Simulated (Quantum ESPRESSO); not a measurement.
# One change at a time to Ag3HfIr2Pd2

These are calculations, not measurements. They come from Quantum ESPRESSO 7.5, a public plane-wave density functional program. Each row is one single-point run on a made-up periodic cell of eight metal atoms, with elements, volume, strain and displacements drawn at random and not relaxed, so a cell may be unstable or far from any real phase. There is no spin polarisation or spin-orbit coupling.

Settings: PBE unless stated; PseudoDojo standard norm-conserving files; Fermi-Dirac width 0.25 eV, which means electrons at about 2900 K; cutoff 1197 eV; 5 x 5 x 4 k mesh shifted half a step off Gamma. E is the free energy of the whole cell (internal energy minus TS), so a -TS column is already part of it. Stress is positive in tension, and the pressure P is minus a third of its trace.

Checks: one run of this series was repeated at a higher cutoff and on a denser mesh, which moved values by no more than 0.007 eV, 0.07 GPa and 0.009 eV/Å, and a second program with other atomic files agreed on it to 2 % rms in force and 0.5 GPa in pressure. Known limits: heavy elements are run without spin-orbit coupling, which real alloys of them have; a spin test at this wide smearing found no moment, but such smearing suppresses magnetism that the real alloy may have.

The lattice is face-centred cubic, and the cell vectors in Å are (1.990, 3.981, 1.990); (1.990, -3.981, 1.990); (3.981, 0.000, -3.981), a volume of 126.17 Å³ in run 1. The elements on sites 1 to 8 are Ir Pd Ag Ir Ag Hf Pd Ag. Each later run makes one change to run 1 and keeps the rest. E is counted from run 1, and is n/a where other atomic files have another zero of energy.

| run | change | V (Å³) | P (GPa) | -TS (eV) | rms force (eV/Å) | largest change of a force component (eV/Å) | E (eV) |
|---|---|---|---|---|---|---|---|
| 1 | none | 126.17 | 9.75 | -0.988 | 0.791 | 0.000 | 0.000 |
| 2 | sites 2 and 3 exchanged | 126.17 | 9.72 | -1.026 | 0.858 | 0.459 | 0.341 |
| 3 | all lengths scaled by +1.89 % | 133.45 | -0.73 | -1.058 | 0.641 | 0.484 | ? |
| 4 | LDA in place of PBE | 126.17 | -5.28 | -1.000 | 0.682 | 0.333 | n/a |
| 5 | Rh on site 4 | 126.17 | 9.30 | -1.035 | 0.752 | 0.205 | n/a |
| 6 | site 3 moved by -0.22 Å along z | 126.17 | 11.45 | -0.996 | 1.089 | 2.024 | 0.376 |

## Worked estimate

Along a uniform scaling dE = -P dV. The mean of the two pressures is 4.510 GPa and the volume changes by 7.28 Å³, with 160.2 GPa to one eV/Å³. The same two rows give -V dP/dV = 187 GPa for this cell with clamped atoms, which is not the bulk modulus of a real alloy.

## Withheld value

Question: what E should run 3 give?

The estimate is -0.205 eV. The calculation gave -0.192 eV. The mean of two end points misses the curvature of P, and the finite cutoff adds a little.
